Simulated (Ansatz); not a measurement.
**Eu (Im-3m): couplings from the magnetic force theorem**

```
Eu
1.0
    -2.30300    2.30300    2.30300
     2.30300   -2.30300    2.30300
     4.60600    4.60600    0.00000
Eu
2
Direct
  0.00000 0.00000 0.00000
  0.50000 0.50000 0.50000
```

The source of the geometry is a structure as deposited in COD, repeated to hold the magnetic orders; atoms and cell stay fixed.

Functional, mesh and filling: LDA, 8×8×5 k mesh, Fermi–Dirac smearing of 0.05 eV. PAW means Ansatz 0.2.0 on its default frozen-core files. Site moments are integrated in spheres about the atoms. Start moments (μB): Eu1 7, Eu2 -7.

Site moments (μB): Eu1 7.00, Eu2 -7.00. Cell moment 0.00 μB.

Couplings come from the force theorem (directions of the magnetic atoms constrained, all else relaxed) on a 8×8×5 mesh, with E = −Σ J e_i·e_j over ordered pairs of unit vectors, so positive J favours parallel moments.

```tsv
pair	count	J PAW (meV)
Eu1–Eu at 3.99 Å, set 1	4	+3.43
Eu1–Eu at 3.99 Å, set 2	4	+3.34
Eu1–Eu at 4.61 Å, set 1	2	+1.02
Eu1–Eu at 4.61 Å, set 2	4	+1.15
Eu1–Eu at 6.51 Å, set 1	2	-0.66
Eu1–Eu at 6.51 Å, set 2	2	-0.67
Eu1–Eu at 6.51 Å, set 3	8	-0.76
Eu1–Eu at 7.64 Å, set 1	16	-0.31
Eu1–Eu at 7.64 Å, set 2	8	-0.29
Eu1–Eu at 7.98 Å, set 1	4	-0.66
Eu1–Eu at 7.98 Å, set 2	4	-0.65
Eu1–Eu at 9.21 Å	6	+0.06
Eu1–Eu at 10.04 Å, set 1	8	-0.16
Eu1–Eu at 10.04 Å, set 2	12	-0.17
Eu1–Eu at 10.04 Å, set 3	4	-0.19
Eu1–Eu at 10.30 Å, set 1	12	-0.01
Eu1–Eu at 10.30 Å, set 2	8	0.00
Eu1–Eu at 10.30 Å, set 3	4	-0.03
```

Pairs at one distance with different couplings are listed as sets.

The program reports that this state isn't the lowest of its own couplings. The gain of the softest rotation is smaller than what its band sum leaves out of a whole turn, though, so more bands could change its sign.

The couplings come from one mesh, and their convergence in k wasn't tested.

The PAW files were made with PBE; the program remakes their cores once for the run's functional and then keeps them frozen. Without U a semilocal functional puts the f levels too near the Fermi level, which can change moments and the order of magnetic states; site and cell moments are spin moments. The Ansatz runs typed with the search for lower states off end where their start leads. Spin–orbit coupling is left out although heavy atoms are present. With open f shells a run can end in a state that isn't the lowest. None of this fixes the real material's magnetic order: only patterns that fit the cell were computed, at zero temperature, with a functional that can overstate moments.
